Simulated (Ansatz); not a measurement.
GeTePb2Se2 in space group P3m1 (No. 156; Pearson symbol hP6), the program Ansatz at the r²SCAN+D4 level (PAW), all energies at zero smearing, with the estimated change up to a 700 eV cutoff added, with one set of potentials and settings (totals compare only within such a set). Cell of 6 atoms (1 Ge, 1 Te, 2 Pb, 2 Se): -46099.090 eV.

```json
[
 {"element": "Ge", "reference phase": "Fd-3m, 2 atoms in the cell", "E (eV/atom)": "-4303.0180"},
 {"element": "Te", "reference phase": "P3_121, 3 atoms in the cell", "E (eV/atom)": "-6994.9777"},
 {"element": "Pb", "reference phase": "Fm-3m, 1 atoms in the cell", "E (eV/atom)": "-11920.9940"},
 {"element": "Se", "reference phase": "P3_121, 3 atoms in the cell", "E (eV/atom)": "-5478.2513"}
]
```

Formation energy per atom, worked out: (-46099.090 − 1×(-4303.0180) − 1×(-6994.9777) − 2×(-11920.9940) − 2×(-5478.2513))/6 = -0.434 eV/atom (-42 kJ per mol of atoms), at 0 K, without zero-point energy or fitted corrections.

The workflow started from a Materials Project entry (that database holds measured and hypothetical structures alike); the Crystallography Open Database copy checked does not list it. Its standing as an ambient phase is unchecked. The cell was relaxed with r²SCAN+D4 under the symmetry of its start; its stability against distortions is not shown here. The references are the lowest solids computed at this level, not always the standard phases. Scalar-relativistic: spin–orbit coupling is off unless named, which matters more the heavier the elements.

Potentials: the later of the program's two PAW sets.
